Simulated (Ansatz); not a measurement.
# Relaxing a structure of HfN

The start is a relaxed HfN cell, doubled along one cell vector, shaken by Gaussian noise of σ = 0.08 Å a coordinate. A full variable-cell relaxation at zero pressure is run with PBE (plane waves to 420 eV, PAW, scalar-relativistic; Ansatz, an electronic-structure program). The first steps use a coarse 9×5×9 k-mesh.

Starting cell:
```yaml
crystal:
  lattice:
    - [0.00000, 2.27397, 2.27397]
    - [4.54793, 0.00000, 4.54793]
    - [2.27397, 2.27397, 0.00000]
  atoms:
    - { symbol: Hf, position: [0.42007, 0.27399, 0.50981] }
    - { symbol: Hf, position: [0.51365, 0.76267, 0.48593] }
    - { symbol: N, position: [0.03407, 0.99728, 0.94394] }
    - { symbol: N, position: [0.05311, 0.48538, 0.97068] }
```

### Question
What pressure does the first self-consistent step give?

### Answer
+9 GPa (positive: the cell is compressed).

### Question
Which atoms feel the largest initial force, and how large is it?

### Answer
About 3.8 eV/Å, on Hf1 (atoms numbered as listed).

### Question
By how much does the energy per atom fall from start to end?

### Answer
0.20 eV/atom.

### Question
Does it find its way back to the structure it was made from?

### Answer
It relaxes back to the parent, Fm-3m (No. 225).

### Question
How do the shortest distances between atoms change?

### Answer
The closest pairs of elements (up to four, under 3.6 Å), start → end: Hf–N 2.02 → 2.27 Å; Hf–Hf 3.03 → 3.22 Å; N–N 3.14 → 3.22 Å.

### Question
Is the relaxed structure metallic? Give its gap.

### Answer
Zero (metallic).

Relaxed structure:

Space group Fm-3m (No. 225); a = 4.5480 Å, b = 4.5480 Å, c = 4.5480 Å, α = 90.00°, β = 90.00°, γ = 90.00°

```csv
atom,site,symmetry,x,y,z
Hf,4b,m-3m,0.5000,0.5000,0.5000
N,4a,m-3m,0.0000,0.0000,0.0000
```
(The calculation used a cell of 2 atoms; values per cell refer to that cell.)

Final values are on a 18×18×18 k-mesh of the relaxed cell. No spin polarisation in the result. The relaxed primitive cell holds an odd number of electrons. A magnetic state may lie lower.
